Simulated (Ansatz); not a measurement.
Relaxed candidate structures of MgZn₂:

A. P2₁/m (No. 11), mP6; a = 4.171 Å, b = 5.003 Å, c = 5.216 Å, α = 90.00°, β = 113.44°, γ = 90.00°; close to Cmcm at 0.1 Å; Mg 2e (0.716, 0.250, 0.432); Zn 2e (0.580, 0.750, 0.162); Zn 2a (0.000, 0.000, 0.000)

B. P-6m2 (No. 187), hP3; a = b = 2.9159 Å, c = 7.1112 Å, α = β = 90.00°, γ = 120.00°; Mg 1a (0.000, 0.000, 0.000); Zn 2h (0.333, 0.667, 0.325)

C. Cmcm (No. 63), oS12; a = 2.978 Å, b = 14.227 Å, c = 4.540 Å, α = β = γ = 90.00°; Mg 4c (0.000, 0.108, 0.250); Zn 4c (0.000, 0.442, 0.250); Zn 4c (0.000, 0.220, 0.750)

D. Cm (No. 8), mS12; a = 10.041 Å, b = 2.962 Å, c = 6.780 Å, α = 90.00°, β = 94.57°, γ = 90.00°; Mg 2a (0.493, 0.000, 0.831); Zn 2a (0.010, 0.500, 0.250); Zn 2a (0.262, 0.500, 0.794); Mg 2a (0.232, 0.000, 0.130); Zn 2a (0.137, 0.000, 0.528); Zn 2a (0.366, 0.500, 0.468)

E. P4/mmm (No. 123), tP3; a = 2.830 Å, b = 2.830 Å, c = 6.579 Å, α = 90.00°, β = 90.00°, γ = 90.00°; Mg 1c (0.500, 0.500, 0.000); Zn 2g (0.000, 0.000, 0.313)

F. Amm2 (No. 38), oS12; a = 4.9760 Å, b = 4.3720 Å, c = 9.6865 Å, α = β = γ = 90.00°; Mg 2b (0.500, 0.500, 0.096); Zn 2a (0.000, 0.000, 0.454); Zn 2a (0.000, 0.000, 0.727); Mg 2b (0.500, 0.500, 0.795); Zn 4c (0.255, 0.000, 0.964)

Q: Put the candidates in order of energy per atom, lowest first, for PBEsol (plane waves to 420 eV, PAW, scalar-relativistic; Ansatz, a program for electronic structure).

A: A (reference), C (+0.06 eV/atom), D (+0.08 eV/atom), F (+0.13 eV/atom), E (+0.20 eV/atom), B (+0.23 eV/atom)

The lowest structure calculated, Fd-3m, cF24, cubic Laves (MgCu2 type), is not among these; it lies 0.05 eV/atom below the lowest of them. 3 runs with a doubtful electronic state, a coarser numerical grid, an end not at rest or a source that can't be used are left out. Each run could gain symmetry but not lose that of its start, so entries can be saddle points. Known forms of MgZn2 include space group No. 194. That form is not among the structures calculated here. From databases, or of a type measured for this composition: Cmcm, oS12; the others are generated cells (placed on structure types, drawn at random, substituted or restacked) that were not matched to a known phase here. Static energies at zero pressure. Each cell has its own k-point mesh; energy differences are given only to the digits this allows. No spin polarisation in the result.
